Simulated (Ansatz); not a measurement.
Starting cell, InP (zinc blende):

```
InP
1.0
    0.00000     2.95351     2.95351
    2.95351     0.00000     2.95351
    2.95351     2.95351     0.00000
P In
1 1
Direct
  0.75000   0.75000   0.75000
  0.00000   0.00000   0.00000
```

In this cell atom 1 (P, nearest neighbour In at 2.558 Å; its periodic images, 4.2 Å or more away, move with it) is moved by s along Cartesian [110], unit vector (0.707, 0.707, 0.000); all other atoms and the cell stay fixed.

These are r2SCAN (plane waves to 500 eV, PAW, scalar-relativistic; Ansatz, an electronic-structure program) values and carry that method's errors. k mesh 8×8×8 (Γ-centred), Fermi-Dirac smearing 0.05 eV. E stands for the smeared free energy. InP was relaxed with its symmetry unable to fall. ΔE is measured from the undisplaced structure.

```tsv
s (Å)	ΔE (meV/cell)
-0.770	2777
-0.616	1678
-0.462	898
-0.308	385
-0.154	94
0.000	0
0.154	94
0.308	385
0.462	898
0.616	1678
0.770	2777
```

### Question
What force constant k = d²E/ds² at s = 0 does the table give?

### Answer
7.9 eV/Å². It is the second difference of the nearest points, corrected with the next pair.

### Question
With k = 7.86 eV/Å² from the forces, is the well harmonic out to s = 0.770 Å?

### Answer
½ks² = 2330 meV/cell against the computed 2777 meV/cell, so the well is stiffer than harmonic there.

(For displaced atoms, the force is minus the slope of the energy, and its curvature is a force constant, which sets phonon frequencies.)
